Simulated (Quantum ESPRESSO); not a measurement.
# Al3ZnO5F: one run as intended and one with a planted mistake

A calculation, not a measurement. The program is pw.x of Quantum ESPRESSO 7.5 (plane-wave density functional theory). The cell is made up: 10 atoms on a corundum lattice, with randomly drawn elements, strain and displacements, not relaxed. PseudoDojo standard norm-conserving files (v0.5 for PBE, v0.4.1 for LDA and PBEsol) set the functional; there is no spin polarisation, spin-orbit coupling or dispersion term, and the masses in the input are unused placeholders.

Intended input:

```
&control calculation='scf', pseudo_dir='./dojo.nc.sr.pbe.v0_5.standard.upf', outdir='./o', disk_io='low', tprnfor=.true., tstress=.true. /
&system ibrav=0, nat=10, ntyp=4, nbnd=39, ecutwfc=84.00895049, nosym=.true., tot_charge=0,
 occupations='smearing', smearing='fd', degauss=0.0018374661
/
&electrons conv_thr=7.350e-09, electron_maxstep=60, /
ATOMIC_SPECIES
Al 1.0 Al.upf
F 1.0 F.upf
O 1.0 O.upf
Zn 1.0 Zn.upf
CELL_PARAMETERS angstrom
2.4703 1.4263 4.4922
-2.4703 1.4263 4.4922
0.0 -2.8525 4.4922
ATOMIC_POSITIONS angstrom
Al -0.2239 0.0881 4.6025
Al -0.1043 -0.1514 2.0018
Zn 0.0279 -0.1143 8.8551
Al -0.0692 0.0292 11.4453
O -0.8331 1.4374 7.9269
O -0.6407 -1.5432 7.8054
O 1.7154 -0.002 7.8441
O 0.8703 -1.3788 5.695
O 0.8312 1.5429 5.6253
F -1.6803 -0.1705 5.7157
K_POINTS automatic
5 5 5 1 1 1
```

The log is shortened where brackets say so; the opening notice, blank lines, dates and the lines on written files are dropped, and the path of the files is cut. It prints rydbergs, bohrs and kilobars, and counts compression as positive stress. Where no state is partly filled, the Fermi energy that it prints is only some level between the filled and the empty states on the mesh, and need not lie in the true gap.

Log of the intended run:

```
     Program PWSCF v.7.5
     Parallel version (MPI & OpenMP), running on       4 processor cores
     Number of MPI processes:                 4
     Threads/MPI process:                     1
     [start-up lines left out]
     bravais-lattice index     =            0
     lattice parameter (alat)  =      10.0559  a.u.
     unit-cell volume          =     640.8514 (a.u.)^3
     number of atoms/cell      =           10
     number of atomic types    =            4
     number of electrons       =        66.00
     number of Kohn-Sham states=           39
     kinetic-energy cutoff     =      84.0090  Ry
     charge density cutoff     =     336.0358  Ry
     scf convergence threshold =      7.3E-09
     mixing beta               =       0.7000
     number of iterations used =            8  plain     mixing
     Exchange-correlation= PBE
                           (   1   4   3   4   0   0   0)
     [axes and pseudopotential details left out]
   Cartesian axes
     site n.     atom                  positions (alat units)
         1        Al     tau(   1) = (  -0.0420759   0.0165560   0.8649150  )
         2        Al     tau(   2) = (  -0.0196004  -0.0284515   0.3761840  )
         3        Zn     tau(   3) = (   0.0052430  -0.0214796   1.6640758  )
         4        Al     tau(   4) = (  -0.0130043   0.0054873   2.1508336  )
         5        O      tau(   5) = (  -0.1565585   0.2701203   1.4896458  )
         6        O      tau(   6) = (  -0.1204022  -0.2900026   1.4668132  )
         7        O      tau(   7) = (   0.3223629  -0.0003758   1.4740858  )
         8        O      tau(   8) = (   0.1635493  -0.2591081   1.0702208  )
         9        O      tau(   9) = (   0.1562015   0.2899462   1.0571225  )
        10        F      tau(  10) = (  -0.3157668  -0.0320408   1.0741108  )
     number of k points=    63  Fermi-Dirac smearing, width (Ry)=  0.0018
                       cart. coord. in units 2pi/alat
        k(    1) = (   0.0000000   0.0000000   0.1184571), wk =   0.0320000
        k(    2) = (   0.0000000  -0.2487301   0.1974304), wk =   0.0320000
     [further k points left out]
     Dense  grid:    66673 G-vectors     FFT dimensions: (  60,  60,  60)
     Estimated max dynamical RAM per process >     178.12 MB
     Estimated total dynamical RAM >     663.66 MB
     Initial potential from superposition of free atoms
     starting charge      65.9925, renormalised to      66.0000
     Starting wfcs are   46 randomized atomic wfcs
     total cpu time spent up to now is        2.7 secs
     per-process dynamical memory:   142.3 Mb
     Self-consistent Calculation
     iteration #  1     ecut=    84.01 Ry     beta= 0.70
     Davidson diagonalization with overlap
     ethr =  1.00E-02,  avg # of iterations =  3.0
     total cpu time spent up to now is        7.3 secs
     total energy              =    -646.44811369 Ry
     estimated scf accuracy    <       2.14688917 Ry
     iteration #  2     ecut=    84.01 Ry     beta= 0.70
     Davidson diagonalization with overlap
     ethr =  3.25E-03,  avg # of iterations =  2.3
     total cpu time spent up to now is       11.8 secs
     total energy              =    -647.01327652 Ry
     estimated scf accuracy    <       2.01523923 Ry
     [iterations 3 to 10 left out]
     iteration # 11     ecut=    84.01 Ry     beta= 0.70
     Davidson diagonalization with overlap
     ethr =  3.91E-11,  avg # of iterations =  3.2
     total cpu time spent up to now is       51.7 secs
     total energy              =    -647.39589224 Ry
     estimated scf accuracy    <          9.3E-09 Ry
     iteration # 12     ecut=    84.01 Ry     beta= 0.70
     Davidson diagonalization with overlap
     ethr =  1.42E-11,  avg # of iterations =  2.0
     total cpu time spent up to now is       55.6 secs
     End of self-consistent calculation
     [lines on levels left out]
     the Fermi energy is    10.1061 ev
!    total energy              =    -647.39589224 Ry
     estimated scf accuracy    <          2.2E-09 Ry
     smearing contrib. (-TS)   =       0.00000000 Ry
     internal energy E=F+TS    =    -647.39589224 Ry
     The total energy is F=E-TS. E is the sum of the following terms:
     one-electron contribution =    -445.89578338 Ry
     hartree contribution      =     261.14916973 Ry
     xc contribution           =    -105.27016915 Ry
     ewald contribution        =    -357.37910943 Ry
     convergence has been achieved in  12 iterations
     Forces acting on atoms (cartesian axes, Ry/au):
     atom    1 type  1   force =     0.19067761   -0.04857579   -0.01090032
     atom    2 type  1   force =     0.01363653    0.14582678    0.06077963
     atom    3 type  4   force =    -0.07442692    0.02638195   -0.11028230
     atom    4 type  1   force =    -0.03797937   -0.14461633    0.08462130
     atom    5 type  3   force =    -0.05525426    0.02669716   -0.03970562
     atom    6 type  3   force =    -0.11350798   -0.10176857   -0.02418872
     atom    7 type  3   force =     0.09106891    0.10225790   -0.02751356
     atom    8 type  3   force =    -0.00242770   -0.02984008    0.00397780
     atom    9 type  3   force =    -0.03877546   -0.04844073    0.04052730
     atom   10 type  2   force =     0.02698863    0.07207770    0.02268449
     Total force =     0.416431     Total SCF correction =     0.000085
     Computing stress (Cartesian axis) and pressure
          total   stress  (Ry/bohr**3)                   (kbar)     P=       16.07
  -0.00038751   0.00008464  -0.00039143          -57.00       12.45      -57.58
   0.00008464   0.00022692   0.00028382           12.45       33.38       41.75
  -0.00039143   0.00028382   0.00048836          -57.58       41.75       71.84
     init_run     :      2.55s CPU      2.63s WALL (       1 calls)
     electrons    :     52.65s CPU     52.91s WALL (       1 calls)
     forces       :      0.77s CPU      0.77s WALL (       1 calls)
     stress       :      2.53s CPU      2.53s WALL (       1 calls)
     [timing details left out]
     PWSCF        :     58.59s CPU     58.95s WALL
     JOB DONE.
```

A second run has one planted mistake: the k-point mesh is too coarse. The input lines that differ, file-writing options aside:

```
- 5 5 5 1 1 1
+ 2 2 2 1 1 1
```

Its log:

```
     Program PWSCF v.7.5
     Parallel version (MPI & OpenMP), running on       4 processor cores
     Number of MPI processes:                 4
     Threads/MPI process:                     1
     [start-up lines left out]
     bravais-lattice index     =            0
     lattice parameter (alat)  =      10.0559  a.u.
     unit-cell volume          =     640.8514 (a.u.)^3
     number of atoms/cell      =           10
     number of atomic types    =            4
     number of electrons       =        66.00
     number of Kohn-Sham states=           39
     kinetic-energy cutoff     =      84.0090  Ry
     charge density cutoff     =     336.0358  Ry
     scf convergence threshold =      7.3E-09
     mixing beta               =       0.7000
     number of iterations used =            8  plain     mixing
     Exchange-correlation= PBE
                           (   1   4   3   4   0   0   0)
     [axes and pseudopotential details left out]
   Cartesian axes
     site n.     atom                  positions (alat units)
         1        Al     tau(   1) = (  -0.0420759   0.0165560   0.8649150  )
         2        Al     tau(   2) = (  -0.0196004  -0.0284515   0.3761840  )
         3        Zn     tau(   3) = (   0.0052430  -0.0214796   1.6640758  )
         4        Al     tau(   4) = (  -0.0130043   0.0054873   2.1508336  )
         5        O      tau(   5) = (  -0.1565585   0.2701203   1.4896458  )
         6        O      tau(   6) = (  -0.1204022  -0.2900026   1.4668132  )
         7        O      tau(   7) = (   0.3223629  -0.0003758   1.4740858  )
         8        O      tau(   8) = (   0.1635493  -0.2591081   1.0702208  )
         9        O      tau(   9) = (   0.1562015   0.2899462   1.0571225  )
        10        F      tau(  10) = (  -0.3157668  -0.0320408   1.0741108  )
     number of k points=     4  Fermi-Dirac smearing, width (Ry)=  0.0018
                       cart. coord. in units 2pi/alat
        k(    1) = (   0.0000000   0.0000000   0.2961429), wk =   0.5000000
        k(    2) = (   0.0000000   0.6218253   0.0987097), wk =   0.5000000
     [further k points left out]
     Dense  grid:    66673 G-vectors     FFT dimensions: (  60,  60,  60)
     Estimated max dynamical RAM per process >      98.78 MB
     Estimated total dynamical RAM >     346.29 MB
     Initial potential from superposition of free atoms
     starting charge      65.9925, renormalised to      66.0000
     Starting wfcs are   46 randomized atomic wfcs
     total cpu time spent up to now is        1.2 secs
     per-process dynamical memory:    60.2 Mb
     Self-consistent Calculation
     iteration #  1     ecut=    84.01 Ry     beta= 0.70
     Davidson diagonalization with overlap
     ethr =  1.00E-02,  avg # of iterations =  3.0
     total cpu time spent up to now is        1.5 secs
     total energy              =    -646.44720070 Ry
     estimated scf accuracy    <       2.14760621 Ry
     iteration #  2     ecut=    84.01 Ry     beta= 0.70
     Davidson diagonalization with overlap
     ethr =  3.25E-03,  avg # of iterations =  2.0
     total cpu time spent up to now is        1.8 secs
     total energy              =    -647.01510865 Ry
     estimated scf accuracy    <       2.00022730 Ry
     [iterations 3 to 10 left out]
     iteration # 11     ecut=    84.01 Ry     beta= 0.70
     Davidson diagonalization with overlap
     ethr =  3.47E-11,  avg # of iterations =  3.5
     total cpu time spent up to now is        4.9 secs
     total energy              =    -647.39413399 Ry
     estimated scf accuracy    <          9.7E-09 Ry
     iteration # 12     ecut=    84.01 Ry     beta= 0.70
     Davidson diagonalization with overlap
     ethr =  1.46E-11,  avg # of iterations =  2.0
     total cpu time spent up to now is        5.1 secs
     End of self-consistent calculation
     [lines on levels left out]
     the Fermi energy is    10.0592 ev
!    total energy              =    -647.39413399 Ry
     estimated scf accuracy    <          2.1E-09 Ry
     smearing contrib. (-TS)   =       0.00000000 Ry
     internal energy E=F+TS    =    -647.39413399 Ry
     The total energy is F=E-TS. E is the sum of the following terms:
     one-electron contribution =    -445.90701282 Ry
     hartree contribution      =     261.16550017 Ry
     xc contribution           =    -105.27351191 Ry
     ewald contribution        =    -357.37910943 Ry
     convergence has been achieved in  12 iterations
     Forces acting on atoms (cartesian axes, Ry/au):
     atom    1 type  1   force =     0.19090646   -0.04857763   -0.01088946
     atom    2 type  1   force =     0.01371120    0.14606426    0.06056768
     atom    3 type  4   force =    -0.07433496    0.02629850   -0.11024480
     atom    4 type  1   force =    -0.03800569   -0.14462763    0.08451158
     atom    5 type  3   force =    -0.05556321    0.02662548   -0.03939872
     atom    6 type  3   force =    -0.11350881   -0.10267452   -0.02440945
     atom    7 type  3   force =     0.09149377    0.10218115   -0.02821089
     atom    8 type  3   force =    -0.00249911   -0.02989284    0.00427954
     atom    9 type  3   force =    -0.03895489   -0.04765592    0.04071244
     atom   10 type  2   force =     0.02675524    0.07225915    0.02308208
     Total force =     0.416896     Total SCF correction =     0.000079
     Computing stress (Cartesian axis) and pressure
          total   stress  (Ry/bohr**3)                   (kbar)     P=       16.39
  -0.00037723   0.00008544  -0.00038933          -55.49       12.57      -57.27
   0.00008544   0.00023481   0.00028346           12.57       34.54       41.70
  -0.00038933   0.00028346   0.00047671          -57.27       41.70       70.13
     init_run     :      1.09s CPU      1.11s WALL (       1 calls)
     electrons    :      3.97s CPU      3.99s WALL (       1 calls)
     forces       :      0.13s CPU      0.14s WALL (       1 calls)
     stress       :      0.25s CPU      0.25s WALL (       1 calls)
     [timing details left out]
     PWSCF        :      5.49s CPU      5.55s WALL
     JOB DONE.
```

|  | intended run | run with the mistake |
| --- | --- | --- |
| free energy (eV) | -8808.270 | -8808.246 |
| smearing term -TS (eV) | 0.0000 | 0.0000 |
| pressure (GPa) | 1.61 | 1.64 |
| largest force component (eV/Å) | 4.903 | 4.908 |
| largest change of a force component (eV/Å) |  | 0.023 |
| iterations | 12 | 12 |

For scale, a rerun of the intended cell at a cutoff of 1437 eV and k mesh 7 x 7 x 7 moved values by no more than 0.003 eV in energy, 0.03 GPa in stress and 0.002 eV/Å in force.